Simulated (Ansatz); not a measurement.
**WS₂: computed properties**

All numbers below come from DFT PBEsol+D3(BJ), scalar-relativistic, plane waves, PAW (Ansatz).

Cutoff 420 eV; k points 12×12×2 on the computed 3-atom cell (Γ-centred); Gaussian smearing, width 0.02 eV; no spin polarisation.

The structure is relaxed at this level of theory with its symmetry kept. This form isn't the usual stable structure of the compound.

```cif
data_structure
_symmetry_space_group_name_H-M 'P-6m2'
_symmetry_Int_Tables_number 187
_cell_length_a 3.1237
_cell_length_b 3.1237
_cell_length_c 16.9363
_cell_angle_alpha 90.000
_cell_angle_beta 90.000
_cell_angle_gamma 120.000
_cell_volume 143.12
loop_
_atom_site_label
_atom_site_type_symbol
_atom_site_symmetry_multiplicity
_atom_site_Wyckoff_symbol
_atom_site_fract_x
_atom_site_fract_y
_atom_site_fract_z
_atom_site_occupancy
W1 W 1 c 0.33333 0.66667 0.00000 1
S1 S 2 i 0.66667 0.33333 0.90714 1
```

```json
{
  "Space group": "P-6m2 (No. 187)",
  "Volume per atom": "47.71 Å³",
  "Kohn–Sham band gap": "1.99 eV, indirect from K to (0.167, 0.169, 0.000)",
  "Löwdin character of the top 1 eV of the valence band": "W 5d 62 %, S 3p 32 %",
  "Löwdin character of the lowest 1 eV of the conduction band": "W 5d 58 %, S 3p 34 %, unprojected 5 %",
  "Electron masses at the edge by Cartesian direction of the standard setting (m_e; degenerate bands sorted by energy; no spin-orbit coupling)": "x: 0.66; y: 0.58; z: over 30",
  "Hole masses at the edge by Cartesian direction of the standard setting (m_e; degenerate bands sorted by energy; no spin-orbit coupling)": "x: 0.41; y: 0.41; z: over 30",
  "Electronic dielectric constant xx, yy, zz of the standard setting (independent particles)": "5.8, 5.8, 3.6",
  "Bader charges (e)": "W (1 in the cell) 1.32, S (2 in the cell) -0.66"
}
```

Spin-orbit coupling is left out, which matters for the bands of heavy elements.

Cost: 4 runs of about 2.4 core-minutes in all, on Intel Xeon Platinum 8488C (Sapphire Rapids) (shared hosts).